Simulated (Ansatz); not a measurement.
MoPd in space group Cmcm (No. 63; Mo on 4c, Pd on 4c), plane-wave PAW r²SCAN (Ansatz code), all energies at zero smearing, with the estimated change up to a 700 eV cutoff added, with one set of potentials and settings (totals compare only within such a set). Cell of 4 atoms (2 Mo, 2 Pd): -23906.477 eV.

```
element             reference phase  E (eV/atom)
-------  --------------------------  -----------
Mo       Im-3m, 1 atoms in the cell   -4967.6249
Pd       Fm-3m, 1 atoms in the cell   -6985.7628
```

Formation energy per atom, worked out: (-23906.477 − 2×(-4967.6249) − 2×(-6985.7628))/4 = 0.074 eV/atom (7 kJ per mol of atoms), at 0 K, without zero-point energy or fitted corrections.

The start of the workflow was typed in or built on a structure type; neither database checked (COD, Materials Project) lists it. Whether it is the stable phase at ambient conditions was not checked. The r²SCAN relaxation kept the symmetry of its start; its stability against distortions is not shown here. The run is not spin-polarised. The references are the lowest solids computed at this level, not always the standard phases.

Potentials: the earlier of the program's two PAW sets.
